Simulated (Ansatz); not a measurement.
## What DFT gives for Ca2BiAu2

```xyz
10
Lattice="8.0530 0.0000 0.0000 0.0000 8.0530 0.0000 0.0000 0.0000 3.8326" Properties=species:S:1:pos:R:3 pbc="T T T"
Ca    1.3956    5.4221    1.9163
Ca    2.6309    1.3956    1.9163
Ca    6.6574    2.6309    1.9163
Ca    5.4221    6.6574    1.9163
Au    5.0158    0.9892    0.0000
Au    7.0638    5.0158    0.0000
Au    3.0373    7.0638    0.0000
Au    0.9892    3.0373    0.0000
Bi    0.0000    0.0000    0.0000
Bi    4.0265    4.0265    0.0000
```

The numbers come from plane-wave PAW DFT (Ansatz): PBE, no spin polarisation, 420 eV, 4×4×9 Γ-centred k points, fermi-dirac occupations (width 0.1 eV). Nothing was relaxed.

Problem. Are the atoms at rest?

Solution. Nearly at rest: the largest force is 0.023 eV/Å.

Problem. Is there a gap?

Solution. It is a metal, with about 4.4 states/eV a cell as the mean within 0.25 eV of the Fermi level.

Problem. Which element gives electrons and which takes them?

Solution. Bader charges in e: Ca +1.36, Bi -0.44, Au -1.14. In the mean Ca gives up most and Au takes most.

Problem. What do density and ELF say about some of the short contacts?

Solution. Au–Au at 2.80 Å: least valence density 0.35 e/Å³ and ELF 0.24 there. Ca–Au at 3.01 Å: least valence density 0.15 e/Å³ and ELF 0.11 there. Au–Bi at 3.19 Å: least valence density 0.20 e/Å³ and ELF 0.27 there. These are pseudo-fields; inside the PAW spheres they differ from the all-electron ones.

Problem. Is the cell too large or too small?

Solution. The pressure is 2.3 GPa (compression positive), so with the atoms held at these fractions the cell would first expand. The principal stresses 0.7, 3.0, 3.0 GPa differ, so its shape would change too.

Problem. Is it stable against the elements?

Solution. -0.76 eV an atom against the elements' usual phases (free molecules for gases, crystals otherwise, with no correction for O₂ or N₂), so it is bound against them; other compounds may still compete. Relaxing would lower it.

Origin: a known structure type with other elements, at an estimated volume, so it need not be a known compound.
